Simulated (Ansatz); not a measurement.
Structures of HfSc$_{2}$O$_{2}$: which is lowest?

Plane-wave DFT in Ansatz with scalar-relativistic PAW potentials, cutoff 420 eV, Γ-centred meshes chosen by cell and gap, Gaussian smearing with energies taken to zero width. Every cell was relaxed (cell and atoms) in a run of its own, within the symmetry of its start. Functional: PBE.

Relaxed structures (starts from databases or built by putting these elements on another compound's sites):
A. I4/mmm, 5 atoms in the computed cell, a = 3.556 Å, c = 14.506 Å; sites (symmetry × multiplicity) Hf 4/mmm × 2, Sc 4mm × 4, O -4m2 × 4; start: built
B. P-3m1, 5 atoms in the computed cell, a = 3.218 Å, c = 7.883 Å; sites (symmetry × multiplicity) Hf -3m. × 1, Sc 3m. × 2, O 3m. × 2; start: built

**Question.** Rank them by energy. Could pressure change the order?

**Answer.**
| structure | group | E − E(lowest) (meV/atom) | V (Å³/atom) | gap on mesh (eV) |
| --- | --- | --- | --- | --- |
| B | P-3m1 | 0.0 | 14.14 | 0.00 |
| A | I4/mmm | 25.0 | 18.34 | 0.00 |

B is lowest, 25 meV/atom under A. The lowest is also the densest of these, so pressure wouldn't bring one of the others in at first order. Other structures may lie lower than all of these, and vibrations aren't counted.

Spin-orbit coupling is left out, which matters for the bands of heavy elements.